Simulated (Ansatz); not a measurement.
CuCl (zinc blende, F-43m), PBEsol in the plane-wave PAW code Ansatz. The conduction-band minimum lies at Γ, with 1 equivalent valley. Second derivatives d²E/dk² of the lowest band at one valley (eV·Å²), along Cartesian directions:

| direction | d²E/dk² |
|---|---|
| [100] | 37.80 |
| [010] | 37.80 |
| [001] | 37.80 |
| [110] | 37.80 |
| [101] | 37.80 |
| [011] | 37.80 |

Q: Find the principal effective masses, the density-of-states mass and the conductivity mass.

A: Off-diagonal terms follow from H_xy = H[110] − (H_xx + H_yy)/2, and m*/mₑ = 7.620 eV·Å² over each eigenvalue: 0.20, 0.20, 0.20. One valley's DOS mass (m₁m₂m₃)^(1/3) = 0.20, conductivity mass 3/(Σ 1/mᵢ) = 0.20 mₑ.

Q: What effective density of states Nc follows at 300 K for parabolic valleys?

A: Nc = 2.509e19 × 1 × (0.20)^(3/2) ≈ 2.2e18 cm⁻³.

The PBEsol relaxation kept the symmetry of its start. No spin polarisation was allowed.

Potentials: the later of the program's two PAW sets.

Edges and masses are those of Kohn–Sham bands, whose gap is no quasiparticle gap.
